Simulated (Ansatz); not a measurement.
An Ansatz (a quantum-chemistry and plane-wave program) run. Input:

Ansatz 0.2 input:
```yaml
crystal:
  lattice:
    - [0.0, 2.829064625, -2.839469101]
    - [0.0, 2.829064625, 2.839469101]
    - [3.9497664258, 0.0, 0.0]
  atoms:
    - { symbol: Ba, position: [0.9962456916, 0.0037543084, 0.0] }
    - { symbol: Ti, position: [0.4834567633, 0.5165432367, 0.5] }
    - { symbol: O, position: [0.5097120381, 0.9813494771, 0.5] }
    - { symbol: O, position: [0.0186505229, 0.4902879619, 0.5] }
    - { symbol: O, position: [0.5120449842, 0.4879550158, 0.0] }
kpoints:
  mp_grid: { grid: [7, 7, 7] }
hamiltonian:
  xc: pbesol
  pseudopotentials: { azcp: { folder: ./paw }, kind: paw }
scf:
  occupations: { method: fixed }
elastic: { mode: relaxed_ion, stencil: two_point, amplitude: 0.005, f_tol: 0.0005 }
output: { polarization: {} }
```

Output (shortened):

```
Pseudopotential: Ba, paw, valence charge 10
Pseudopotential: Ti, paw, valence charge 12
Pseudopotential: O, paw, valence charge 6
Functional definition: PBEsol
Crystal: 5 atoms, lattice volume = 63.457 Å³
Basis set: ecut = 420 eV, 1229 PW (Γ), exchange–correlation on 54×54×54 points (8 copies of the dense FFT grid, shifted against one another)
Bands: 25, of which v1, the nominal top of the filled ones, is band 20 counted from 1 (19 counted from 0)
Symmetry: 4 space group operations
Space group: Amm2 (ITA 38), of the structure as read, at distance tolerance 4.0e-5 Å
k-points: 64 of 343 (time reversal used)
SCF 1 converged in 14 iterations: F = -10027.642636 eV  dr2 = 7.22e-15
relax step   1: F+E_penalty+E_count = -10027.64263560 eV  Δ(F+E_penalty+E_count) = +0.000e0 eV  max|allowed force component| = 1.756e-3 eV/Å  Δτ_max = 0.0000 Å  (14 SCF iters, accepted)
Crystal: 5 atoms, lattice volume = 63.457 Å³
SCF 2 converged in 9 iterations: F = -10027.642636 eV  dr2 = 7.33e-14
relax step   2: F+E_penalty+E_count = -10027.64263566 eV  Δ(F+E_penalty+E_count) = -6.218e-8 eV  max|allowed force component| = 1.409e-3 eV/Å  Δτ_max = 0.0000 Å  (9 SCF iters, accepted)
Crystal: 5 atoms, lattice volume = 63.457 Å³
SCF 3 converged in 9 iterations: F = -10027.642636 eV  dr2 = 1.77e-14
relax step   3: F+E_penalty+E_count = -10027.64263569 eV  Δ(F+E_penalty+E_count) = -2.490e-8 eV  max|allowed force component| = 8.660e-4 eV/Å  Δτ_max = 0.0002 Å  (9 SCF iters, accepted)
Crystal: 5 atoms, lattice volume = 63.457 Å³
SCF 4 converged in 8 iterations: F = -10027.642636 eV  dr2 = 4.11e-14
relax step   4: F+E_penalty+E_count = -10027.64263583 eV  Δ(F+E_penalty+E_count) = -1.355e-7 eV  max|allowed force component| = 3.207e-4 eV/Å  Δτ_max = 0.0001 Å  (8 SCF iters, accepted)
Crystal: 5 atoms, lattice volume = 63.457 Å³
SCF 5 converged in 10 iterations: F = -10027.642636 eV  dr2 = 8.05e-15
Crystal: 5 atoms, lattice volume = 63.140 Å³
SCF 6 converged in 12 iterations: F = -10027.641095 eV  dr2 = 6.91e-14
relax step   1: F+E_penalty+E_count = -10027.64109543 eV  Δ(F+E_penalty+E_count) = +0.000e0 eV  max|allowed force component| = 1.872e-2 eV/Å  Δτ_max = 0.0000 Å  (12 SCF iters, accepted)
Crystal: 5 atoms, lattice volume = 63.140 Å³
SCF 7 converged in 10 iterations: F = -10027.641129 eV  dr2 = 9.71e-15
relax step   2: F+E_penalty+E_count = -10027.64112862 eV  Δ(F+E_penalty+E_count) = -3.318e-5 eV  max|allowed force component| = 1.290e-2 eV/Å  Δτ_max = 0.0021 Å  (10 SCF iters, accepted)
Crystal: 5 atoms, lattice volume = 63.140 Å³
SCF 8 converged in 9 iterations: F = -10027.641139 eV  dr2 = 8.83e-14
relax step   3: F+E_penalty+E_count = -10027.64113878 eV  Δ(F+E_penalty+E_count) = -1.016e-5 eV  max|allowed force component| = 5.153e-3 eV/Å  Δτ_max = 0.0012 Å  (9 SCF iters, accepted)
Crystal: 5 atoms, lattice volume = 63.140 Å³
SCF 9 converged in 9 iterations: F = -10027.641140 eV  dr2 = 1.58e-14
relax step   4: F+E_penalty+E_count = -10027.64113972 eV  Δ(F+E_penalty+E_count) = -9.364e-7 eV  max|allowed force component| = 4.430e-3 eV/Å  Δτ_max = 0.0001 Å  (9 SCF iters, accepted)
Crystal: 5 atoms, lattice volume = 63.140 Å³
SCF 10 converged in 9 iterations: F = -10027.641141 eV  dr2 = 3.82e-14
relax step   5: F+E_penalty+E_count = -10027.64114114 eV  Δ(F+E_penalty+E_count) = -1.422e-6 eV  max|allowed force component| = 1.469e-3 eV/Å  Δτ_max = 0.0003 Å  (9 SCF iters, accepted)
Crystal: 5 atoms, lattice volume = 63.140 Å³
SCF 11 converged in 9 iterations: F = -10027.641141 eV  dr2 = 6.86e-15
[...]
Crystal: 5 atoms, lattice volume = 63.457 Å³
SCF 89 converged in 8 iterations: F = -10027.641998 eV  dr2 = 8.28e-14
relax step   3: F+E_penalty+E_count = -10027.64199839 eV  Δ(F+E_penalty+E_count) = -2.553e-8 eV  max|allowed force component| = 4.311e-4 eV/Å  Δτ_max = 0.0001 Å  (8 SCF iters, accepted)
Crystal: 5 atoms, lattice volume = 63.457 Å³
SCF 90 converged in 10 iterations: F = -10027.641998 eV  dr2 = 7.67e-15
WARN: C55 and the rest of its column (C15 to C65, from strain 13), every constant that the crystal's symmetry builds from them, which can be the whole tensor …
SCF converged after 10 iterations
Free energy (F): -10027.642636 eV
Harris-Foulkes:  -10027.642636 eV  (|F-HF|=1.82e-12)
Internal energy: -10027.642636 eV  (E = F + TS)
E sigma→0 (E₀):  -10027.642636 eV
Fermi energy:    10.187938 eV
--- Per-component energies (eV) ---
  E_band       = -138.409351
  E_kinetic    = 946.021488
  E_local      = -2174.489718  (includes V_loc(G=0)·N_el)
  E_nonlocal   = 311.145781
  E_hartree    = 835.470806
  E_xc         = -527.589331
  E_vxc        = -550.284929  (∫ρ·V_xc dr)
  E_paw        = -6595.461904  (= ΣΔE_a)
  E_vpaw       = -341.745782  (= ΣTr[D̂ρ^β])
  E_aug_tail   = 0.002197  (compensation charges beyond the density's cutoff)
  E_ewald      = -2823.138641
  E_core_change = 0.396686  (= ΣΔE_core)
  E_smearing   =  0.000000  (= −TS)
  E_closure    = 0.000000  (closes the sum)
  Σ components = -10027.642636   (vs F -10027.642636, Δ=0.00e0)
--- Forces (eV/Å), atoms counted from 1 ---
  atom   1  Ba     0.00000000     0.00000000    -0.00032034
  atom   2  Ti     0.00000000     0.00000000     0.00014703
  atom   3  O      0.00000000    -0.00006252    -0.00005900
  atom   4  O      0.00000000     0.00006252    -0.00005900
  atom   5  O      0.00000000     0.00000000     0.00029275
  max |Σ_I F_I| component: 1.44e-6 eV/Å
--- Stress (GPa, compression-positive) ---
        0.001041       0.000000       0.000000
        0.000000      -0.009494       0.000000
        0.000000       0.000000      -0.014447
  P = ⅓ Tr σ = -0.0076 GPa (-0.076 kbar)
--- Band table (eV; the first three rows and the last of 64) ---
  k-point 0: bands = ["-45.7296", "-22.1318", "-22.1245", "-22.0840", "-14.3188", "-6.5005", "-5.8499", "-5.8082", "0.4766", "0.4778", "0.5113", "8.0056", "8.0106", "8.0388", "8.8770", "8.9232", "9.0919", "9.8643", "9.8733", "9.9648", "12.4216", "12.6180", …
  k-point 1: bands = ["-45.7295", "-22.1313", "-22.1240", "-22.0958", "-14.2930", "-6.5166", "-5.8426", "-5.7855", "0.5113", "0.5141", "0.5878", "7.6794", "7.9471", "7.9673", "8.6804", "8.6819", "8.9743", "9.3795", "9.8133", "9.9321", "12.6432", "12.7936", …
  k-point 2: bands = ["-45.7291", "-22.1301", "-22.1234", "-22.1215", "-14.2337", "-6.6244", "-5.8262", "-5.6476", "0.5918", "0.5992", "0.7568", "6.9316", "7.7401", "7.7728", "8.3474", "8.3640", "8.6924", "8.8783", "9.5385", "9.5426", "12.7315", "13.3966", …
  k-point 63: bands = ["-45.7275", "-22.1752", "-22.1678", "-22.1366", "-14.0423", "-5.7095", "-5.6309", "-5.5617", "-0.2385", "-0.1885", "-0.0779", "5.9320", "6.5819", "6.5943", "7.7185", "7.8651", "7.9215", "10.0039", "10.1221", "10.1879", "14.5738", …
--- Elastic constants: 6 strain directions × 2 members + reference (group order 4) ---
  dense FFT box of the reference and of every strained cell: 27×27×27
  strains applied: 11, 22, 33, 23, 13, 12; error gains …
  reference relaxed by the batch: 4 steps …
  largest displacement 1.7e-4 Å; the constants are those of the deck's cell at these positions:
  atoms:
    - { symbol: Ba, position: [0.9962501338753977, 0.003749866124601986, 0.0] }
    - { symbol: Ti, position: [0.4834868212434106, 0.5165131787565892, 0.49999999999999994] }
    - { symbol: O, position: [0.5096933189579413, 0.9813678679238307, 0.49999999999999994] }
    - { symbol: O, position: [0.018632132076169206, 0.49030668104205843, 0.49999999999999994] }
    - { symbol: O, position: [0.5120475939470804, 0.48795240605291934, 0.0] }
  C = ∂σ_k/∂η_j (tension-positive GPa; Voigt order 11 22 33 23 13 12):
       301.640    100.309     97.628      0.000      0.000      0.000
       100.312    259.096     12.551      0.000      0.000      0.000
        97.682     12.614    215.159      0.000      0.000      0.000
         0.000      0.000      0.000     22.478      0.000      0.000
         0.000      0.000      0.000      0.000     71.525      0.000
         0.000      0.000      0.000      0.000      0.000    120.236
  reference stress σ⁰ (GPa):     -0.001      0.009      0.014      0.000      0.000      0.000
  moduli (Voigt/Reuss/Hill, GPa): K = 133.00/121.05/127.02   G = 80.54/55.43/67.98   E = 173.07   ν = 0.273
  mechanically stable: yes (min eigenvalue of sym C = 22.48 GPa)
  e, the proper piezoelectric tensor (elastic.mode: relaxed_ion; C/m²; rows x y z; Voigt order 11 22 33 23 13 12):
       0.00000    0.00000    0.00000    0.00000   23.17992    0.00000
       0.00000    0.00000    0.00000    4.89672    0.00000    0.00000
       0.64923    3.02433    4.39739    0.00000    0.00000    0.00000
  ±, each entry's uncertainty from the finite density of the strings (C/m²), an estimate: the size of the correction for it that the entry includes:
       0.00000    0.00000    0.00000    0.00000    0.18806    0.00000
       0.00000    0.00000    0.00000    0.02960    0.00000    0.00000
       0.00495    0.01576    0.02437    0.00000    0.00000    0.00000
  harmonic check of the ions' relaxations: strain 13: 1 of 1 pair far from harmonic (see the warning)
  the stresses are not corrected for the forces that the relaxations left standing (`elastic.f_tol`)
  strain η (Voigt 11):  stress-route row diagonal C_11 = 301.64 GPa, energy-path curvature d²(F+E_count+ΔE)/dδ²/Ω₀ = 301.38 GPa
         δ    σ_11 (GPa)             F (eV)   n_scf  n_hpsi   n_pw
    -5.000e-3      -1.5469      -10027.6411414      10   28378   1257   relax 6 steps, max|allowed force component| 1.27e-5 eV/Å
     5.000e-3       1.4695      -10027.6410967      10   28228   1263   relax 6 steps, max|allowed force component| 2.57e-5 eV/Å
  strain η (Voigt 22):  stress-route row diagonal C_22 = 259.10 GPa, energy-path curvature d²(F+E_count+ΔE)/dδ²/Ω₀ = 259.05 GPa
         δ    σ_22 (GPa)             F (eV)   n_scf  n_hpsi   n_pw
    -5.000e-3      -1.3171      -10027.6413562      10   28216   1253   relax 5 steps, max|allowed force component| 3.42e-4 eV/Å
     5.000e-3       1.2738      -10027.6412977      10   28449   1269   relax 6 steps, max|allowed force component| 1.64e-5 eV/Å
  strain η (Voigt 33):  stress-route row diagonal C_33 = 215.16 GPa, energy-path curvature d²(F+E_count+ΔE)/dδ²/Ω₀ = 215.06 GPa
         δ    σ_33 (GPa)             F (eV)   n_scf  n_hpsi   n_pw
    -5.000e-3      -1.0946      -10027.6416036      10   28233   1253   relax 6 steps, max|allowed force component| 9.75e-6 eV/Å
     5.000e-3       1.0570      -10027.6415050      10   28402   1265   relax 6 steps, max|allowed force component| 1.28e-5 eV/Å
  strain η (Voigt 23):  stress-route row diagonal C_44 = 22.48 GPa, energy-path curvature d²(F+E_count+ΔE)/dδ²/Ω₀ = 22.55 GPa
         δ    σ_23 (GPa)             F (eV)   n_scf  n_hpsi   n_pw
    -5.000e-3      -0.1124      -10027.6425185      10   44214   1261   relax 7 steps, max|allowed force component| 8.77e-6 eV/Å
     5.000e-3       0.1124      -10027.6425185      10   44281   1261   relax 7 steps, max|allowed force component| 8.77e-6 eV/Å
  strain η (Voigt 13):  stress-route row diagonal C_55 = 71.53 GPa, energy-path curvature d²(F+E_count+ΔE)/dδ²/Ω₀ = -13.00 GPa
         δ    σ_13 (GPa)             F (eV)   n_scf  n_hpsi   n_pw
    -5.000e-3      -0.3576      -10027.6426946      10   43943   1259   relax 9 steps, max|allowed force component| 1.19e-4 eV/Å
     5.000e-3       0.3576      -10027.6426946      10   43941   1259   relax 9 steps, max|allowed force component| 1.19e-4 eV/Å
  strain η (Voigt 12):  stress-route row diagonal C_66 = 120.24 GPa, energy-path curvature d²(F+E_count+ΔE)/dδ²/Ω₀ = 120.39 GPa
         δ    σ_12 (GPa)             F (eV)   n_scf  n_hpsi   n_pw
    -5.000e-3      -0.6012      -10027.6419984      10   44171   1259   relax 3 steps, max|allowed force component| 4.31e-4 eV/Å
     5.000e-3       0.6012      -10027.6419984      10   44180   1259   relax 3 steps, max|allowed force component| 4.31e-4 eV/Å
--- Formal polarisation (Berry phase): one branch of a lattice of values; only differences between neighbouring runs are physical ---
  axis  mesh            electronic          ionic      p = total  spread (rad)  least overlap  resolved gap  δp at fixed H ≤   (phases in cycles; p mod 2 …
  b1    7×7×7          -0.27125693    22.00658146    21.73532454      0.402465         0.9444        2.4568           3.3e-6
  b2    7×7×7           0.27125693    17.99341854    18.26467546      0.402465         0.9444        2.4568           3.3e-6
  b3    7×7×7           0.00000000    12.00000000    12.00000000      0.000000         0.9316        2.4568           4.0e-6
  quantum along a1:   0.12632958 e/Å² =   202.402295 µC/cm²
  quantum along a2:   0.12632958 e/Å² =   202.402295 µC/cm²
  quantum along a3:   0.12448585 e/Å² =   199.448318 µC/cm²
  P = (  0.74691509,   1.78328778,  -0.15529820) e/Å² = ( 1196.689909,  2857.142020,  -248.815149) µC/cm²  (mod the quanta)
```

Cost: roughly 20 core-minutes on shared cores.

This is a known low-temperature phase of the composition, computed here at zero pressure and temperature. The cell was relaxed with PBEsol under the symmetry of its start; its stability against distortions is not shown here. The run is not spin-polarised. Spin–orbit coupling is left out wherever it is not named.

Potentials: the earlier of the program's two PAW sets. The files were generated under PBE; for other functionals the program regenerates the frozen cores, and for LDA and PBEsol the local potential too.

Ansatz is a plane-wave DFT program.
